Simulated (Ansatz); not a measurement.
This cell of Hf (hcp, Mg type) is off equilibrium:

```yaml
crystal:
  lattice:
    - [3.38104, 0.00000, 0.00000]
    - [-1.69052, 2.92807, 0.00000]
    - [0.00000, 0.00000, 4.69602]
  atoms:
    - { symbol: Hf, position: [0.33333, 0.66667, 0.75000] }
    - { symbol: Hf, position: [0.66667, 0.33333, 0.25000] }
```

All values below come from r2SCAN (plane waves to 500 eV, PAW, scalar-relativistic; Ansatz, a quantum-chemistry and plane-wave program). k mesh 17×17×9 (Γ-centred), Fermi-Dirac smearing 0.05 eV. The energy includes the smearing's −TS. Compression counts positive. With partly filled bands, the response to shear is sensitive to the k mesh, so small differences along c/a are uncertain. Hf is run without spin polarisation. Hf was relaxed with its symmetry unable to fall. Spin-orbit coupling is left out, though Hf is heavy.

### Question
What is the stress tensor (GPa)?

### Answer
```
   -8.2      0.0      0.0
    0.0     -8.2      0.0
    0.0      0.0      6.5
```
The pressure, a third of the trace, is -3.3 GPa.

### Question
It is the relaxed cell deformed to V/V₀ = 1.040, (c/a)/(c/a)₀ = 0.880, c along z, fractional positions held. What is its energy relative to the relaxed cell?

### Answer
107 meV/atom.

(A scan under strain: stresses follow from slopes of the energy per volume, elastic moduli from its curvatures.)
